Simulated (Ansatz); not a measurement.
Zr$_{3}$Si$_{2}$:
```
Zr3Si2
1.0
    7.10607     0.00000     0.00000
    0.00000     7.10607     0.00000
    0.00000     0.00000     3.70895
Zr Si
6 4
Direct
  0.17388   0.67388   0.50000
  0.82612   0.32612   0.50000
  0.32612   0.17388   0.50000
  0.67388   0.82612   0.50000
  0.00000   0.00000   0.00000
  0.50000   0.50000   0.00000
  0.62188   0.12188   0.00000
  0.37812   0.87812   0.00000
  0.87812   0.62188   0.00000
  0.12188   0.37812   0.00000
```

Relaxed with r²SCAN. Special points in fractions of this cell's reciprocal vectors: Γ (0.000, 0.000, 0.000); X (0.000, 0.500, 0.000); M (0.500, 0.500, 0.000); Z (0.000, 0.000, 0.500); R (0.000, 0.500, 0.500); A (0.500, 0.500, 0.500).

### Question
List the band energies nearest the Fermi level at these points for DFT-r²SCAN in the program Ansatz with PAW potentials.

### Answer
In eV from the Fermi level; about four levels below and three above (degenerate sets whole), none deeper than 8.9 eV; points with the same levels are listed once.

```
k                          below                above
-  -----------------------------  -------------------
Γ  -0.52 -0.52 -0.50 -0.23 -0.20  0.98 1.10 1.39 1.39
X        -1.19 -1.19 -0.34 -0.34  0.43 0.43 0.90 0.90
M        -0.32 -0.32 -0.05 -0.05  0.09 0.09 1.41 1.41
Z        -1.19 -1.19 -0.58 -0.10       0.16 0.16 0.39
R        -0.91 -0.91 -0.48 -0.48  0.10 0.10 1.93 1.93
A        -0.65 -0.65 -0.61 -0.61  2.09 2.09 3.63 3.63
```

Space group P4/mbm. The workflow started from a Materials Project entry (that database holds measured and hypothetical structures alike); the Crystallography Open Database copy checked does not list it. Whether it is the stable phase at ambient conditions was not checked. The r²SCAN relaxation kept the symmetry of its start; its stability against distortions is not shown here. The run is not spin-polarised. Spin–orbit coupling is left out wherever it is not named.

Potentials: the earlier of the program's two PAW sets.
